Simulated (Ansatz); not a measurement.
FeFBr as a Janus 2H monolayer was relaxed with 5 functionals in the plane-wave code Ansatz, cell and atoms free, the symmetry of the start kept (meshes: PBE 12×12×1, r2SCAN 12×12×1, PBEsol 12×12×1, LDA 12×12×1, HSE06 6×6×1). Spin-unpolarised throughout. Whether this structure exists isn't addressed.

The LDA result:
```
Fe F Br
1.0
     3.19058    0.00000    0.00000
    -1.59529    2.76313    0.00000
     0.00000    0.00000   29.25952
Fe F Br
1 1 1
Direct
  0.33333 0.66667 0.30770
  0.66667 0.33333 0.35028
  0.66667 0.33333 0.26480
```
The sheet repeats along a and b alone.

The sheet's in-plane cell has a = 3.191 Å, b = 3.191 Å (γ = 120.0°), and its outermost atoms lie 2.50 Å apart along the normal. Fe has 3 F at 2.22 Å and 3 Br at 2.23 Å; F has 3 Fe at 2.22 Å; Br has 3 Fe at 2.23 Å.

Problem. What lattice does HSE06 give?

Solution. a = 3.305 Å; the area differs by +7.3 % from LDA's. Fe has 3 F at 2.26 Å and 3 Br at 2.40 Å; F has 3 Fe at 2.26 Å; Br has 3 Fe at 2.40 Å.

Problem. What lattice does PBEsol give?

Solution. a = 3.231 Å; the area differs by +2.5 % from LDA's. Fe has 3 Br at 2.25 Å and 3 F at 2.26 Å; F has 3 Fe at 2.26 Å; Br has 3 Fe at 2.25 Å.

Problem. Held at the r2SCAN cell, what mean stress do LDA and PBE find, and does its sign point to their own minimum?

Solution. Yes. LDA -4.06 N/m, and its relaxed area is -5.3 % from r2SCAN's; PBE +0.24 N/m, and its relaxed area is +1.0 % from r2SCAN's. Compression counts positive, so a positive stress asks for a larger cell.
